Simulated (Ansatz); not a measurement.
Relaxed candidate structures of MgB2:

A. P6/mmm (No. 191), hP3, AFLOW prototype AB2_hP3_191_a_d (C32, as in AlB2); a = 3.0633 Å, b = 3.0633 Å, c = 3.4999 Å, α = 90.00°, β = 90.00°, γ = 120.00°; Mg 1a (0.000, 0.000, 0.000); B 2d (0.333, 0.667, 0.500)

B. I4/mcm (No. 140), tI12; a = 3.5193 Å, b = 3.5193 Å, c = 10.8461 Å, α = 90.00°, β = 90.00°, γ = 90.00°; B 8h (0.327, 0.173, 0.000); Mg 4b (0.000, 0.500, 0.250)

C. I4/mmm (No. 139), tI12; a = b = 4.2377 Å, c = 8.5565 Å, α = β = γ = 90.00°; B 8i (0.000, 0.296, 0.000); Mg 4d (0.000, 0.500, 0.250)

Task: Put the candidates in order of energy per atom, lowest first, for PBEsol (plane waves to 420 eV, PAW, scalar-relativistic; Ansatz, a program for electronic structure).

Result: A (reference, the lowest of the structures calculated here), C (+0.69 eV/atom), B (+1.02 eV/atom)

Each run could gain symmetry but not lose that of its start, so entries can be saddle points. From databases, or of a type measured for this composition: P6/mmm, hP3, AFLOW prototype AB2_hP3_191_a_d (C32, as in AlB2); the others are generated cells (placed on structure types, drawn at random, substituted or restacked) that were not matched to a known phase here. Energies are at zero temperature and pressure, without zero-point motion. Each cell has its own k-point mesh; energy differences are given only to the digits this allows. No spin polarisation in the result.
